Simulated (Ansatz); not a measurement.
According to the program Ansatz at the r²SCAN level (PAW), BeAg in the CsCl type structure (Pm-3m) relaxes to a = 2.931 Å. Be has 8 nearest neighbours from 2.54 Å (cubic). Against the elements it lies at 0.18 eV/atom, with no fitted shifts.

Electronic character: metallic (no gap). Gap from r²SCAN with spin–orbit coupling: none (metallic).

The bulk modulus is 128 GPa. The relaxed-ion elastic constants in GPa are C11 = 171, C12 = 107, C44 = 79.0. The elastic constants imply a Debye temperature near 382 K. Bader charges are Be +1.23, Ag -1.23 e.

The start of the workflow was typed in or built on a structure type; neither database checked (COD, Materials Project) lists it. Its standing as an ambient phase is unchecked. Symmetry was held in the r²SCAN relaxation; whether a distortion lowers the energy is not shown. No spin polarisation was allowed. Its formation energy is positive at this level, so the cell may be metastable or incomplete. As this level gives no gap, shear constants depend on the k-mesh and smearing (Fermi–Dirac, 0.1 eV here). The references are the lowest solids computed at this level, not always the standard phases. Scalar-relativistic: spin–orbit coupling is off unless named, which matters more the heavier the elements.

Potentials: the later of the program's two PAW sets.
